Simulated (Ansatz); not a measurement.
A geometry of Sr away from equilibrium: step 2 of the relaxation of a generated cell, Sr built in the AFLOW prototype A_cI16_220_c (as in Li). Calculation: r2SCAN (plane waves to 500 eV, PAW, scalar-relativistic; Ansatz, a quantum-chemistry and plane-wave program). Γ-centred k-mesh 5×5×5 on the run's cell (coarser than for final values), Fermi–Dirac smearing 0.05 eV.

```
Sr
1.0
   -4.84055     4.84055     4.84055
    4.84055    -4.84055     4.84055
    4.84055     4.84055    -4.84055
Sr
8
Direct
  0.42263   0.42263   0.42263
  0.50000   0.00000   0.07737
  0.00000   0.07737   0.50000
  0.07737   0.50000   0.00000
  0.92263   0.92263   0.92263
  0.50000   0.00000   0.57737
  0.00000   0.57737   0.50000
  0.57737   0.50000   0.00000
```

Question: Which atoms carry the largest force, and which way does it point?

Answer: 0.23 eV/Å, on Sr1, Sr2, Sr3, Sr4, Sr5, Sr6, Sr7, Sr8 (atoms numbered as listed); on Sr1 its components are (0.14, 0.14, 0.14).

Question: What is the pressure?

Answer: +0.2 GPa, compression positive.

No spin polarisation in the result.

The run could not lose the symmetry of its start.

The relaxed structure has the type that Sr is known to take under pressure; here it was relaxed at zero pressure, from a generated start.
